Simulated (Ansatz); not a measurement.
Ag:
```
Ag
1.0
    0.00000     3.85962     3.85962
    3.85962     0.00000     3.85962
    3.85962     3.85962     0.00000
Ag
6
Direct
  0.75000   0.75000   0.75000
  0.50000   0.50000   0.50000
  0.12500   0.62500   0.12500
  0.12500   0.12500   0.12500
  0.62500   0.12500   0.12500
  0.12500   0.12500   0.62500
```

Relaxed with PBE. Special points in fractions of this cell's reciprocal vectors: Γ (0.000, 0.000, 0.000); X (0.500, 0.000, 0.500); U (0.625, 0.250, 0.625); K (0.375, 0.375, 0.750); L (0.500, 0.500, 0.500); W (0.500, 0.250, 0.750).

Task: List the band energies nearest the Fermi level at these points for plane-wave PAW PBE (Ansatz code).

Result: In eV from the Fermi level; about four levels below and three above (degenerate sets whole), none deeper than 8.9 eV; points with the same levels are listed once.

```tsv
k	below	above
Γ	-3.05 -3.05 -2.41 -2.41 -2.41	0.44 1.84 1.84 1.84
X	-3.19 -3.19 -2.76 -2.76	0.08 0.08 0.40 0.40
U	-3.03 -2.51 -2.49 -2.09	0.42 0.53 3.41
L	-3.17 -3.17 -2.99 -2.99 -2.41	0.62 1.55 1.55
W	-2.20 -2.20 -1.81 -1.81	3.25 3.25 4.26 4.26
```

Space group Fd-3m. The start of the workflow was typed in or built on a structure type; neither database checked (COD, Materials Project) lists it. It is not the phase usual at ambient conditions (space group No. 225). The PBE relaxation kept the symmetry of its start; whether a distortion lowers the energy is not shown. No spin polarisation was allowed. Spin–orbit coupling is left out wherever it is not named.

Potentials: the later of the program's two PAW sets.
